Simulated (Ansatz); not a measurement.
# Data sheet: Nb₂InC (DFT)

Nb₂InC:
```yaml
crystal:
  lattice:
    - [3.15884, 0.00000, 0.00000]
    - [-1.57942, 2.73564, 0.00000]
    - [0.00000, 0.00000, 14.32811]
  atoms:
    - { symbol: Nb, position: [0.66667, 0.33333, 0.91738] }
    - { symbol: Nb, position: [0.33333, 0.66667, 0.08262] }
    - { symbol: Nb, position: [0.33333, 0.66667, 0.41738] }
    - { symbol: Nb, position: [0.66667, 0.33333, 0.58262] }
    - { symbol: In, position: [0.66667, 0.33333, 0.25000] }
    - { symbol: In, position: [0.33333, 0.66667, 0.75000] }
    - { symbol: C, position: [0.00000, 0.00000, 0.00000] }
    - { symbol: C, position: [0.00000, 0.00000, 0.50000] }
```

Space group P6_3/mmc (No. 194); conventional cell a = b = 3.1588 Å, c = 14.3281 Å, α = β = 90.00°, γ = 120.00°.

Method: PBEsol in the plane-wave PAW code Ansatz. The cell and atoms are relaxed at this level. Other levels are named where they apply.

Cell and energy:

| Quantity | Result |
|---|---|
| Volume per atom | 15.48 Å³ |
| Density | 8.39 g/cm³ |
| Formation energy from the elements (no fitted shifts) | -0.51 eV/atom |

Electronic structure:

| Quantity | Result |
|---|---|
| Electronic character | metallic (no gap) |
| Density of states at the Fermi level | 0.44 states/eV per atom (mean over ±0.08 eV) |
| Gap with spin–orbit coupling | none (metallic) |

Mechanics:

| Property | Value |
|---|---|
| Bulk modulus (Birch–Murnaghan fit) | 1730 kbar |
| Pressure derivative B′ | 4.9 |
| Elastic constants (relaxed ions, GPa) | C11 = 310, C12 = 85.9, C13 = 120, C33 = 288, C44 = 113 |
| Mechanical stability | stable (all eigenvalues of C positive) |
| Hill bulk and shear moduli | 173 and 106 GPa |
| Young's modulus | 263 GPa |
| Poisson's ratio | 0.25 |
| Debye temperature from the elastic constants | 470 K |

Phonons:

| Property | Value |
|---|---|
| Highest zone-centre frequency | 650 cm^-1 |
| Zone-centre stability | no imaginary mode at Γ |

The workflow started from a Materials Project entry (that database holds measured and hypothetical structures alike); the Crystallography Open Database copy checked does not list it. Whether it is the stable phase at ambient conditions was not checked. The PBEsol relaxation kept the symmetry of its start. No spin polarisation was allowed. As this level gives no gap, shear constants depend on the k-mesh and smearing (Fermi–Dirac, 0.1 eV here). As this level gives no gap, phonon frequencies hold no LO–TO term and depend on the k-mesh and smearing (Fermi–Dirac, 0.1 eV here). The references are the lowest solids computed at this level, not always the standard phases. Scalar-relativistic: spin–orbit coupling is off unless named, which matters more the heavier the elements.

Potentials: the later of the program's two PAW sets.
